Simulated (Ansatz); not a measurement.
## Structure relaxation, Rh

The start is a generated cell, Rh placed in the AFLOW prototype A_hR2_166_c (A7, as in As). A full variable-cell relaxation at zero pressure is run with PBEsol (plane waves to 420 eV, PAW, scalar-relativistic; Ansatz, an electronic-structure program). The first steps use a coarse 12×12×12 k-mesh.

Initial structure:
```
CELL_PARAMETERS angstrom
      1.62247     0.93673     3.00868
     -1.62247     0.93673     3.00868
      0.00000    -1.87347     3.00868
ATOMIC_POSITIONS crystal
  Rh 0.22754 0.22754 0.22754
  Rh 0.77246 0.77246 0.77246
```

- Initial pressure: +66.1 GPa (positive: the cell is compressed)
- Largest initial force: 6.36 eV/Å, on Rh1, Rh2 (atoms numbered as listed)
- Outcome: The space group goes from R-3m (No. 166) to Pm-3m (No. 221); the end is AFLOW prototype A_cP1_221_a (A_h), with 1 atom in the primitive cell
- Volume change: +13.8 %, from 13.72 to 15.61 Å³/atom
- Shortest distances (start → end): The closest pairs of elements (up to four, under 3.6 Å), start → end: Rh–Rh 2.17 → 2.50 Å
- Optimiser moves: 11

Final structure:

Space group Pm-3m (No. 221); a = 2.499 Å, b = 2.499 Å, c = 2.499 Å, α = 90.00°, β = 90.00°, γ = 90.00°

| atom | site | symmetry | x | y | z |
|---|---|---|---|---|---|
| Rh | 1b | m-3m | 0.5000 | 0.5000 | 0.5000 |

Final values are on a 18×18×18 k-mesh of the relaxed cell. No spin polarisation in the result.

The run could not lower the symmetry of its start; a shaken copy of this end point relaxes with PBEsol to Fm-3m (No. 225), 0.89 eV/atom lower.

The relaxed structure here is a generated cell of Rh: the first start was made by placing the elements on the sites of a structure type, and the end was not matched to a known phase here, so it may be hypothetical. Known forms of Rh include space group No. 225.
